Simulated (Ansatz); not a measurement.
P6_3/mmc: 4 crystals compared

All 4 crystals share space group P6_3/mmc (No. 194) and the same kinds of sites, 2 atoms in the primitive cell. They are database entries and needn't be the stable phases. The set is a selection: crystals with unstable modes on a coarse mesh or in a metal were left out. Cells are relaxed by PAW under the functional.

Quantity: harmonic phonons by finite displacements (negative means unstable), on a 2×2×2 q mesh. Level: PBEsol, all-electron LAPW in Ansatz 0.2.0, scalar-relativistic.

```tsv
crystal	cell (conventional)	k mesh	smearing (eV)	highest mode (cm⁻¹)	lowest at M (cm⁻¹)	lowest at A (cm⁻¹)	lowest at L (cm⁻¹)	lowest optical at Γ (cm⁻¹)	highest at Γ (cm⁻¹)
Li	a = 3.056, c = 4.989 Å	14×14×8	0.05	?	?	?	?	?	?
Lu	a = 3.443, c = 5.362 Å	12×12×8	0.08	124	60.5	51.1	69.2	71.1	124
Mg	a = 3.191, c = 5.108 Å	12×12×8	0.10	259	122	97.4	156	131	259
Na	a = 3.724, c = 6.051 Å	12×12×8	0.10	134	55.1	39.9	79.1	56.3	134
```

Problem. What did the calculation give for Li?

Solution. highest mode = 329 cm⁻¹, lowest at M = 127 cm⁻¹, lowest at A = 85.8 cm⁻¹, lowest at L = 177 cm⁻¹, lowest optical at Γ = 124 cm⁻¹, highest at Γ = 319 cm⁻¹.

Keep in mind: responses of metals move with mesh and smearing.
